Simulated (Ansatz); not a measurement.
# TiGa3 (I4/mmm): electronic heat capacity and spin susceptibility from the density of states

Level of theory: Ansatz, DFT r2SCAN, scalar-relativistic, plane waves, PAW.

Cutoff 500 eV; k points 16×16×16 on the computed 4-atom cell (Γ-centred); Gaussian smearing, width 0.10 eV; no spin polarisation.

Relaxed cell: I4/mmm, a = 3.761 Å, b = 3.761 Å, c = 8.733 Å, α = 90.00°, β = 90.00°, γ = 90.00°, 4 atoms in the primitive cell. Whether it is the stable form of this composition wasn't checked.

The density of states at the Fermi level is 1.296 states/eV in the cell of 4 atoms (1 formula unit; both spins, tetrahedra on a 24×24×24 mesh). Averaged over bins of 0.1 eV the density runs from 1.1 to 1.5 states/eV within 0.2 eV of the Fermi level, so the figure hangs on the exact place of that level.

Q: What Sommerfeld coefficient and Pauli susceptibility does this give?

A: Per formula unit N(E_F) = 1.296 states/eV. γ = (π²/3) k_B² N(E_F) N_A = 2.357 mJ/(mol K²) per state/eV, so γ = 3.1 mJ/(mol K²), a mole of formula units. χ_P = μ_B² N(E_F) N_A = 3.23×10⁻⁵ emu/mol per state/eV gives 4.2×10⁻⁵ emu/mol. This is the bare band result: a measured γ of the same phase is as a rule larger by a factor 1 + λ from phonons and spin fluctuations, the spin part of χ is larger by the Stoner factor, and a measured χ also holds orbital and core terms. N(E_F) at one energy is sensitive to the mesh where the density of states has sharp peaks.

Cost: 1 run of about 7.3 core-minutes, on Arm Neoverse V1 (shared hosts).